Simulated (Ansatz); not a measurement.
Ti:
```
Ti
1.0
    0.00000     2.05158     2.05158
    2.05158     0.00000     2.05158
    2.05158     2.05158     0.00000
Ti
1
Cartesian
  0.00000   0.00000   0.00000
```

Relaxed with r²SCAN+D4. Special points in fractions of this cell's reciprocal vectors: Γ (0.000, 0.000, 0.000); X (0.500, 0.000, 0.500); U (0.625, 0.250, 0.625); K (0.375, 0.375, 0.750); L (0.500, 0.500, 0.500); W (0.500, 0.250, 0.750).

**Question.** List the band energies nearest the Fermi level at these points for plane-wave PAW r²SCAN+D4 (Ansatz code).

**Answer.** In eV from the Fermi level; about four levels below and three above (degenerate sets whole), none deeper than 8.9 eV; … stands for higher levels left out; points with the same levels are listed once.

| k | below | above |
|---|---|---|
| Γ | -6.51 | 1.00 1.00 1.00 |
| X | -2.67 -1.78 | 2.85 3.91 … |
| U | -1.76 -1.30 | 0.67 2.87 3.66 |
| L | -2.72 | 0.47 0.93 0.93 |
| W | -1.57 -0.42 -0.42 | 2.40 4.09 … |

Space group Fm-3m (fcc (Cu type)). The workflow started from an entry of the Crystallography Open Database (COD), which files this formula under 3 space groups. It is not the phase usual at ambient conditions (space group No. 194). The r²SCAN+D4 relaxation kept the symmetry of its start; whether a distortion lowers the energy is not shown. No spin polarisation was allowed. The pairwise dispersion correction was not fitted to metals.

Potentials: the later of the program's two PAW sets.
